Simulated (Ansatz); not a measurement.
## Computed scan of one atom of the cell: HfC (rock salt)

HfC (rock salt)

```yaml
crystal:
  lattice:
    - [0.00000, 2.30362, 2.30362]
    - [2.30362, 0.00000, 2.30362]
    - [2.30362, 2.30362, 0.00000]
  atoms:
    - { symbol: C, position: [0.00000, 0.00000, 0.00000] }
    - { symbol: Hf, position: [0.50000, 0.50000, 0.50000] }
```

In each cell atom 2 (Hf, nearest neighbour C at 2.304 Å; its periodic images, 3.3 Å or more away, move with it) moves by s·(-1.000, 0.000, 0.000) (towards the nearest neighbour), the rest being held.

These are PBEsol (plane waves to 420 eV, PAW, scalar-relativistic; Ansatz, a first-principles code) values and carry that method's errors. k mesh 14×14×14 (Γ-centred), Fermi-Dirac smearing 0.05 eV. Energies are smeared free energies. Compression counts positive. Left out: 2 of 11 points, with atoms too close for the PAW data. With partly filled bands, energies and forces of such displacements shift with the k mesh and the smearing. F∥ is the force on the atom along that direction. HfC is run without spin polarisation. HfC was relaxed with its symmetry unable to fall. Spin-orbit coupling is left out, though Hf is heavy. ΔE is measured from the undisplaced structure.

```tsv
s (Å)	ΔE (meV/cell)	P (GPa)	F∥ (eV/Å)
-0.368	731	14.8	5.027
-0.276	363	7.9	3.093
-0.184	145	3.3	1.704
-0.092	35	0.8	0.762
0.000	0	-0.1	0.000
0.092	35	0.8	-0.762
0.184	145	3.3	-1.704
0.276	363	7.9	-3.093
0.368	731	14.8	-5.027
```

Read from the data:

| Item | Result |
|---|---|
| Energy at s = 0.368 Å | 731 meV/cell |
| Force along the line at s = -0.368 Å | 5.03 eV/Å |
| Symmetry of the curve | even: the same for both signs |
| Shape of the curve | a single well with its minimum at or next to zero displacement |
| Force constant k = d²E/ds² at s = 0 (finite differences) | 7.95 eV/Å² |
| Harmonic estimate at the end of the scan | ½ks² = 538 meV/cell against the computed 731 meV/cell, so the well is stiffer than harmonic there |
| Zone-centre optical wavenumber from k | 438 cm⁻¹ |

(A displaced cell: forces are minus the slopes of the energy, force constants its curvatures, and phonons follow from these.)
